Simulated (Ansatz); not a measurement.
Li$_{2}$SiS$_{3}$:
```
Li2SiS3
1.0
    5.81197    -3.38020     0.00000
    5.81197     3.38020     0.00000
    0.00000     0.00000     5.97620
Li Si S
4 2 6
Cartesian
  3.88960  -1.04131   5.92098
  7.73433   1.04131   2.93288
  7.73433  -1.04131   5.92098
  3.88960   1.04131   2.93288
  5.81197   2.27250   0.01672
  5.81197  -2.27250   3.00482
  4.05098  -1.30801   3.52548
  7.57296   1.30801   0.53738
  7.57296  -1.30801   3.52548
  4.05098   1.30801   0.53738
  5.81197   2.43688   3.77123
  5.81197  -2.43688   0.78312
```

Relaxed with r²SCAN.

Problem. Map the electron localisation function on the plane through (0.164, 0.836, 0.003) spanned by u = [0, 0, 1] and v = [1, -1, 0] in lattice vectors, from r²SCAN (plane waves, PAW; program Ansatz).

Solution. x is the fraction of u, y of v (the angle between them is 90°; rows are the nearest grid lines); atoms in the plane: Si at (0.00, 0.00), Si at (0.50, 0.67), S at (0.63, 0.98), S at (0.13, 0.70).
```
|7311232100014788840005899996237|
|3212332100013688620004899997223|
|5788764210002578875457899886335|
|8999976421002478999888888764468|
|9999988765433579999987653212479|
|8999888887754468999986431012478|
|8741015899996312356653100002578|
|8620004899997223222332100013678|
|9974236899985224212332100014789|
|9998777888864111123332100003799|
|9999987654333333344321100001589|
|8999876532112334433211000001368|
|2444432100001122211100000000012|
|0111110000000011110000000000000|
|0000000000000000000000000000000|
|0000000000000000000000000000000|
|0000000000000000000000000000000|
|0000000000000000000000000000000|
|1111100000000012344332100001111|
|3322110000000135777654210011223|
|3444321100001579999987654332333|
|2234432100002689999988776543222|
|3212332100014789985336899985123|
|7311232100014788840005899996237|
```
Scale: ten equal steps from 0.005 (start of '0') to 0.906 (end of '9'), in the order '0123456789'; x runs from 0.000 to 1.00, y from 0.000 (bottom) to 1.00 (top).

The density is the valence pseudo-density with augmentation charge, so density and ELF within about 1 Å of a nucleus are not all-electron values.

Space group Cmc2_1. The first step of the workflow began from a Materials Project structure, measured or hypothetical; the Crystallography Open Database copy checked does not list it. Whether it is the stable phase at ambient conditions was not checked. The cell was relaxed with r²SCAN under the symmetry of its start; whether a distortion lowers the energy is not shown.

Potentials: the later of the program's two PAW sets.
